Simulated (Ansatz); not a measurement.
WB2 (space group P6_3/mmc)

```
WB2
1.0
    3.00258     0.00000     0.00000
   -1.50129     2.60031     0.00000
    0.00000     0.00000    13.92404
B W
8 4
Direct
  0.33333   0.66667   0.52344
  0.66667   0.33333   0.47656
  0.66667   0.33333   0.02344
  0.33333   0.66667   0.97656
  0.00000   0.00000   0.25000
  0.00000   0.00000   0.75000
  0.66667   0.33333   0.25000
  0.33333   0.66667   0.75000
  0.33333   0.66667   0.13563
  0.66667   0.33333   0.86437
  0.66667   0.33333   0.63563
  0.33333   0.66667   0.36437
```

This relaxed cell (volume V₀) is scaled evenly in all directions, its shape held. The atoms relax within the cell's symmetry.

The numbers are results of PBEsol (plane waves to 420 eV, PAW, scalar-relativistic; Ansatz, an electronic-structure program), not measurements. k mesh 14×14×3 (Γ-centred), Fermi-Dirac smearing 0.05 eV. Stress and pressure are positive under compression. Spin-orbit coupling is left out, though W is heavy. WB2 is run without spin polarisation. WB2 was relaxed with its symmetry unable to fall.

At one point of the scan the stress tensor (GPa) is:

```
   -4.6      0.0      0.0
    0.0     -4.6      0.0
    0.0      0.0     -5.4
```

Task: Which point is it?
A) V/V₀ = 1.045
B) V/V₀ = 1.030
C) V/V₀ = 1.015
D) V/V₀ = 1.060

Result: C, V/V₀ = 1.015

(A scan under strain: stresses follow from slopes of the energy per volume, elastic moduli from its curvatures.)
